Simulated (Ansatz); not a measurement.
**Surface calculation: bcc Cr (111), 5 layers**

The slab is cut from the bcc crystal, the stable phase, as relaxed on PAW files (11.56 Å³/atom), with 16 Å of vacuum and a dipole correction:

```
Cr
1.0
     4.02837    0.00000    0.00000
    -2.01419    3.48867    0.00000
     0.00000    0.00000   19.28920
Cr
5
Direct
  0.83333 0.16667 0.41474
  0.16667 0.83333 0.45737
  0.50000 0.50000 0.50000
  0.83333 0.16667 0.54263
  0.16667 0.83333 0.58526
```

Computed with Ansatz 0.2.0; functional PBE, scalar-relativistic. Settings: a Γ-centred 10×10×1 k mesh, Fermi–Dirac smearing of 0.08 eV, spin-polarised from start moments Cr1 2, Cr2 2, Cr3 2, Cr4 2, Cr5 2 μB. Methods: LAPW: all electrons, basis error target 1 meV/atom; PAW: frozen-core files, cutoff 420 eV.

The bulk energy comes from a cell in the slab's orientation on a 10×10×13 mesh. The surface energy is (E(slab) − N·E(bulk))/2A at zero smearing, the mean of both faces; thin slabs carry quantum-size effects.

Antiferromagnetic order, which Cr and Mn prefer near zero pressure, wasn't tried. The magnetic state is the one reached from the start moments; other orders weren't searched.

As cut, the LAPW slab lies 5.841 eV above 5 atoms of bulk. What surface energy is that?

Over two faces of 14.05 Å² it is 207.8 meV/Å², and times 16.02 J/m² per eV/Å² that gives γ = 3.329 J/m².

```tsv
method	γ as cut (J/m²)	γ relaxed (J/m²)	Φ as cut (eV)	Φ relaxed (eV)
LAPW	3.329	3.289	3.99	3.94
```

How do the spacings between the planes relax?

From the bottom face up: d12 +3.0 % of 0.822 Å, d23 -10.5 % of 0.822 Å, d34 -10.5 % of 0.822 Å, d45 +3.0 % of 0.822 Å.

How do the moments vary through the slab?

Cr1 2.38, Cr2 -1.63, Cr3 1.25, Cr4 -1.63, Cr5 2.38 μB in the LAPW spheres; the bulk has Cr 0.00 μB.

What changes if the images along the normal are cut off in place of the dipole correction?

LAPW then gives: no gap, work function 3.94 eV; PAW: no gap, work function 3.94 eV.

A field of 0.1 V/Å is applied along the normal, atoms held. What follows?

LAPW finds an induced dipole of 0.0502 e·Å a cell (PAW 0.0502), that is 6.46 Å for 4πα over the area, against 3.17 Å between the outer atoms.
